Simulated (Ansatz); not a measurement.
**Lattice vibrations of Ge₂RuW₄ at Γ**

All numbers below come from DFT PBE, scalar-relativistic, plane waves, PAW (Ansatz 0.2.0). Settings: 420 eV plane-wave cutoff, Γ-centred 12×12×12 mesh, Gaussian smearing of 0.10 eV. No spin polarisation. Phonons by linear response, acoustic sum rule imposed.

Equilibrium structure at this level:
```yaml
crystal:
  lattice:
    - [2.19711, 1.26850, 6.43139]
    - [-2.19711, 1.26850, 6.43139]
    - [0.00000, -2.53701, 6.43139]
  atoms:
    - { symbol: Ge, position: [0.28554, 0.28554, 0.28554] }
    - { symbol: Ge, position: [0.71446, 0.71446, 0.71446] }
    - { symbol: Ru, position: [0.00000, 0.00000, 0.00000] }
    - { symbol: W, position: [0.56925, 0.56925, 0.56925] }
    - { symbol: W, position: [0.14306, 0.14306, 0.14306] }
    - { symbol: W, position: [0.85694, 0.85694, 0.85694] }
    - { symbol: W, position: [0.43075, 0.43075, 0.43075] }
```

The cell was found from a proposed guess, not taken from experiment. In a metal, frequencies depend on the k mesh and the smearing, soft modes most. Spin–orbit coupling is left out, which matters for heavy elements.

Optical modes at Γ; i marks an imaginary frequency:
| frequency (cm⁻¹) | degeneracy |
| --- | --- |
| 23i | 2 |
| 103 | 2 |
| 143 | 1 |
| 144 | 2 |
| 144 | 1 |
| 177 | 1 |
| 179 | 1 |
| 185 | 1 |
| 189 | 2 |
| 195 | 2 |
| 195 | 2 |
| 206 | 1 |

2 of the 18 optical modes are unstable, so the structure is a saddle point of the energy and would distort without enlarging its cell.
